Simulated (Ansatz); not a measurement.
TaN:
```cif
data_N4Ta4
_chemical_formula_sum 'Ta4 N4'
_space_group_name_H-M_alt 'Fm-3m'
_space_group_IT_number 225
_space_group_name_Hall '-F 4 2 3'
_cell_length_a 4.37473
_cell_length_b 4.37473
_cell_length_c 4.37473
_cell_angle_alpha 90.000
_cell_angle_beta 90.000
_cell_angle_gamma 90.000
loop_
_atom_site_label
_atom_site_type_symbol
_atom_site_symmetry_multiplicity
_atom_site_Wyckoff_symbol
_atom_site_fract_x
_atom_site_fract_y
_atom_site_fract_z
_atom_site_occupancy
Ta1 Ta 4 b 0.50000 0.50000 0.50000 1
N1 N 4 a 0.00000 0.00000 0.00000 1
```
(The calculation used a cell of 2 atoms; values per cell refer to that cell.)

This is the PBEsol-relaxed structure.

Q: All from PBEsol in the plane-wave PAW code Ansatz, unless another level is named. Estimate the electronic character.

A: metallic (no gap).

Q: Give the formation energy from the elements (no fitted shifts).

A: -1.04 eV/atom.

Q: Predict the density of states at the Fermi level.

A: 0.38 states/eV per atom (mean over ±0.08 eV).

Q: Give the gap with spin–orbit coupling.

A: none (metallic).

This is a known high-temperature phase of the composition, computed here at zero pressure and temperature. Symmetry was held in the PBEsol relaxation; its stability against distortions is not shown here. No spin polarisation was allowed. The references are the lowest solids computed at this level, not always the standard phases (solids in place of the gases). Spin–orbit coupling is left out wherever it is not named.

Potentials: the earlier of the program's two PAW sets. The files were generated under PBE; for other functionals the program regenerates the frozen cores, and for LDA and PBEsol the local potential too.
